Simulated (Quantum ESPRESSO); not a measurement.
pw.x input (Quantum ESPRESSO 7.5; LDA, PseudoDojo standard norm-conserving files, scalar-relativistic):

```
&CONTROL
  calculation = 'scf'
  pseudo_dir = './pseudo'
  outdir = './out'
  tprnfor = .true.
  tstress = .true.
/
&SYSTEM
  ibrav = 0
  nat = 2
  ntyp = 2
  ecutwfc = 88.0
  ecutrho = 352.0
  occupations = 'smearing'
  smearing = 'fd'
  degauss = 0.005
  nbnd = 18
/
&ELECTRONS
  conv_thr = 2e-10
/
ATOMIC_SPECIES
Nb 92.9064 Nb.upf
Ru 101.0700 Ru.upf
CELL_PARAMETERS angstrom
  3.053470000000   0.000000000000   0.000000000000
  0.000000000000   3.053470000000   0.000000000000
  0.000000000000   0.000000000000   3.425020000000
ATOMIC_POSITIONS crystal
Nb   0.000000000000   0.000000000000   0.000000000000
Ru   0.500000000000   0.500000000000   0.500000000000
K_POINTS automatic
14 14 14 0 0 0
```

End of the output:

```
     total energy              =    -326.97915831 Ry
     estimated scf accuracy    <       0.00000010 Ry
     total energy              =    -326.97915833 Ry
     estimated scf accuracy    <          3.8E-09 Ry
     total energy              =    -326.97915833 Ry
     estimated scf accuracy    <          5.9E-09 Ry
[...]
     the Fermi energy is    20.3919 ev
!    total energy              =    -326.97915833 Ry
     estimated scf accuracy    <          5.3E-11 Ry
     smearing contrib. (-TS)   =      -0.00264368 Ry
     internal energy E=F+TS    =    -326.97651465 Ry
     The total energy is F=E-TS. E is the sum of the following terms:
     one-electron contribution =     -57.43367631 Ry
     hartree contribution      =      47.21282646 Ry
     xc contribution           =     -60.02966668 Ry
     ewald contribution        =    -256.72599813 Ry
     convergence has been achieved in  12 iterations
     Forces acting on atoms (cartesian axes, Ry/au):
     atom    1 type  1   force =     0.00000000    0.00000000    0.00000000
     atom    2 type  2   force =     0.00000000    0.00000000    0.00000000
     Total force =     0.000000     Total SCF correction =     0.000000
     Computing stress (Cartesian axis) and pressure
          total   stress  (Ry/bohr**3)                   (kbar)     P=     -117.51
  -0.00079019   0.00000000   0.00000000         -116.24        0.00        0.00
   0.00000000  -0.00079019   0.00000000            0.00     -116.24        0.00
   0.00000000   0.00000000  -0.00081613            0.00        0.00     -120.06
```

Spin-orbit coupling is not included.

Geometry of the Materials Project entry, not relaxed at this level.
